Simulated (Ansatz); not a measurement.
**Property card for Co**

Co:
```yaml
crystal:
  lattice:
    - [0.00000, 3.20655, 3.20655]
    - [3.20655, 0.00000, 3.20655]
    - [3.20655, 3.20655, 0.00000]
  atoms:
    - { symbol: Co, position: [0.75000, 0.75000, 0.75000] }
    - { symbol: Co, position: [0.50000, 0.50000, 0.50000] }
    - { symbol: Co, position: [0.12500, 0.12500, 0.62500] }
    - { symbol: Co, position: [0.12500, 0.62500, 0.12500] }
    - { symbol: Co, position: [0.12500, 0.12500, 0.12500] }
    - { symbol: Co, position: [0.62500, 0.12500, 0.12500] }
```
The run is spin-polarised; directions of the spins, atom by atom: ↑ ↑ ↑ ↑ ↑ ↑.

Space group Fd-3m (No. 227); conventional cell a = 6.413 Å, b = 6.413 Å, c = 6.413 Å, α = 90.00°, β = 90.00°, γ = 90.00°.

Method: PBEsol (plane waves, PAW; program Ansatz). Structure relaxed to zero pressure with the same functional. Other levels are named where they apply.

Cell and energy:

* **Volume per atom**: 10.99 Å³
* **Density**: 8.90 g/cm³

Electronic structure:

- Electronic character = metallic (no gap)
- Density of states at the Fermi level = 1.2 states/eV per atom (mean over ±0.08 eV)

Magnetism:

Magnetic order: ferromagnetic
Net moment: 1.72 μB per atom

Mechanics:

Bulk modulus (Birch–Murnaghan fit): 213 GPa
Pressure derivative B′: 3.6
Elastic constants (relaxed ions, GPa): C11 = 319, C12 = 163, C44 = 107
Mechanical stability: stable (all eigenvalues of C positive)
Hill bulk and shear moduli: 215 and 94.5 GPa
Young's modulus: 247 GPa
Poisson's ratio: 0.31
Debye temperature from the elastic constants: 488 K

The workflow started from a Materials Project entry (that database holds measured and hypothetical structures alike); the Crystallography Open Database copy checked does not list it. It is not the phase usual at ambient conditions (space group No. 194). Symmetry was held in the PBEsol relaxation; its stability against distortions is not shown here. The final state is ferromagnetic, chosen from 4 collinear starts compared on coarse meshes (ties went to the first, and starts can fall back to one state), not a proven ground state. As this level gives no gap, shear constants depend on the k-mesh and smearing (Fermi–Dirac, 0.1 eV here). On the denser mesh and wider smearing of the elastic run this cell carries a stress of 0.3 GPa.

Potentials: the earlier of the program's two PAW sets. The files were generated under PBE; for other functionals the program regenerates the frozen cores, and for LDA and PBEsol the local potential too.
